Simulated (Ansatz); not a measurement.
Structure: Ba2TeS, ordered on the rocksalt lattice (P4/mmm) with 4 atoms a cell, at its r2SCAN minimum. Space group P4/mmm (No. 123), tetragonal; a = 4.793 Å, c = 6.784 Å in the conventional setting, 38.96 Å³ an atom. S is surrounded by 6 Ba at 3.39 Å; Ba is surrounded by 4 Te at 3.39 Å and 2 S at 3.39 Å; Te is surrounded by 6 Ba at 3.39 Å; Ba is surrounded by 4 S at 3.39 Å and 2 Te at 3.39 Å.

```cif
data_structure
_symmetry_space_group_name_H-M 'P4/mmm'
_symmetry_Int_Tables_number 123
_cell_length_a 4.7927
_cell_length_b 4.7927
_cell_length_c 6.7840
_cell_angle_alpha 90.000
_cell_angle_beta 90.000
_cell_angle_gamma 90.000
_cell_volume 155.83
loop_
_atom_site_label
_atom_site_type_symbol
_atom_site_symmetry_multiplicity
_atom_site_Wyckoff_symbol
_atom_site_fract_x
_atom_site_fract_y
_atom_site_fract_z
_atom_site_occupancy
S1 S 1 a 0.00000 0.00000 0.00000 1
Ba1 Ba 1 b 0.00000 0.00000 0.50000 1
Te1 Te 1 d 0.50000 0.50000 0.50000 1
Ba2 Ba 1 c 0.50000 0.50000 0.00000 1
```

4 runs of the plane-wave code Ansatz on this cell differ in the functional (and in the settings that go with it). Levels are in eV from each run's valence top; v1 is the last filled band, c1 the first empty one.

Run A, mean stress 0.0 GPa (compression positive):
```
point     v5     v3     v1    c1    c2    c3
    Γ  -0.27  -0.03   0.00  2.14  3.67  3.79
    X  -1.33  -0.80  -0.53  4.10  4.78  4.94
    M  -0.85  -0.27  -0.25  2.21  2.21  5.36
    Z  -1.09  -0.26  -0.19  2.49  3.18  4.47
    R  -1.92  -0.99  -0.85  4.89  5.22  5.39
    A  -0.93  -0.79  -0.62  3.90  3.90  4.51
```

Run B, mean stress +0.1 GPa (compression positive):
```
point     v5     v3     v1    c1    c2    c3
    Γ  -0.27  -0.03   0.00  1.79  3.05  3.38
    X  -1.34  -0.80  -0.53  3.70  4.34  4.48
    M  -0.83  -0.27  -0.25  1.86  1.86  4.78
    Z  -1.10  -0.26  -0.19  2.11  2.81  3.90
    R  -1.93  -0.99  -0.85  4.47  4.76  4.91
    A  -0.94  -0.79  -0.62  3.51  3.51  4.07
```

Run C, mean stress -0.2 GPa (compression positive):
```
point     v5     v3     v1    c1    c2    c3
    Γ  -0.36  -0.06   0.00  2.54  3.89  4.27
    X  -1.51  -0.93  -0.65  4.58  5.28  5.47
    M  -0.97  -0.34  -0.27  2.62  2.62  5.74
    Z  -1.26  -0.36  -0.19  2.88  3.66  4.80
    R  -2.10  -1.09  -0.99  5.29  5.61  5.92
    A  -1.09  -0.85  -0.75  4.38  4.38  5.01
```

Run D, mean stress -0.3 GPa (compression positive):
```
point     v5     v3     v1    c1    c2    c3
    Γ  -0.38  -0.06   0.00  3.21  4.53  4.97
    X  -1.58  -0.98  -0.69  5.28  5.98  6.18
    M  -1.02  -0.36  -0.27  3.29  3.29  6.43
    Z  -1.32  -0.39  -0.19  3.56  4.34  5.48
    R  -2.17  -1.14  -1.04  5.95  6.28  6.64
    A  -1.14  -0.89  -0.80  5.07  5.07  5.71
```

Question: Match the runs to PBE, r2SCAN, HSE06, PBE0.

Answer: A is r2SCAN, B is PBE, C is HSE06, D is PBE0. In order of the gap: PBE 1.79, r2SCAN 2.14, HSE06 2.54, PBE0 3.21 eV.

The cell comes from a prototype generator: it can be a known phase or a hypothetical one. Spin polarisation is off.

Spin-orbit coupling is left out, which matters wherever the heavy atoms make up the band edges.

The stress of a hybrid is loosely converged in these runs.

The meshes of the hybrids are coarse, so their gaps aren't converged to the digits shown.
